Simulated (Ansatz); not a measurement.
Te: from a starting cell to a relaxed one

The start is a generated trial cell of Te in the AFLOW prototype A_cI16_220_c (as in Li). The cell and all atomic positions are relaxed at zero pressure with PBE (plane waves to 420 eV, PAW, scalar-relativistic; Ansatz, a quantum-chemistry and plane-wave program). The first steps use a coarse 4×4×4 k-mesh.

Input geometry:
```yaml
crystal:
  lattice:
    - [-3.90243, 3.90243, 3.90243]
    - [3.90243, -3.90243, 3.90243]
    - [3.90243, 3.90243, -3.90243]
  atoms:
    - { symbol: Te, position: [0.40200, 0.40200, 0.40200] }
    - { symbol: Te, position: [0.50000, 0.00000, 0.09800] }
    - { symbol: Te, position: [0.00000, 0.09800, 0.50000] }
    - { symbol: Te, position: [0.09800, 0.50000, 0.00000] }
    - { symbol: Te, position: [0.90200, 0.90200, 0.90200] }
    - { symbol: Te, position: [0.50000, 0.00000, 0.59800] }
    - { symbol: Te, position: [0.00000, 0.59800, 0.50000] }
    - { symbol: Te, position: [0.59800, 0.50000, 0.00000] }
```

```yaml
outcome: The space group goes from I-43d (No. 220) to Ia-3d (No. 230), with 8 atoms in the primitive cell
energy_released: 0.14 eV/atom
volume_change: +29.8 %, from 29.72 to 38.56 Å³/atom
Shortest distances (start → end): "The closest pairs of elements (up to four, under 3.6 Å), start → end: Te–Te 3.23 → 3.01 Å"
band_gap_at_the_end: no gap (metallic)
optimiser_moves: 12
```

It ends as:

```cif
data_Te16
_chemical_formula_sum 'Te16'
_space_group_name_H-M_alt 'Ia-3d'
_space_group_IT_number 230
_space_group_name_Hall '-I 4bd 2c 3'
_cell_length_a 8.51328
_cell_length_b 8.51328
_cell_length_c 8.51328
_cell_angle_alpha 90.000
_cell_angle_beta 90.000
_cell_angle_gamma 90.000
loop_
_atom_site_label
_atom_site_type_symbol
_atom_site_symmetry_multiplicity
_atom_site_Wyckoff_symbol
_atom_site_fract_x
_atom_site_fract_y
_atom_site_fract_z
_atom_site_occupancy
Te1 Te 16 b 0.12500 0.12500 0.12500 1
```
(The calculation used a cell of 8 atoms; values per cell refer to that cell.)

Final values are on a 8×8×8 k-mesh of the relaxed cell. No spin polarisation in the result.

The run could not lose the symmetry of its start, so the end can be a saddle point.

The relaxed structure here is a generated cell of Te: the first start was made by placing the elements on the sites of a structure type, and the end was not matched to a known phase here, so it may be hypothetical. Known forms of Te include space group No. 152.
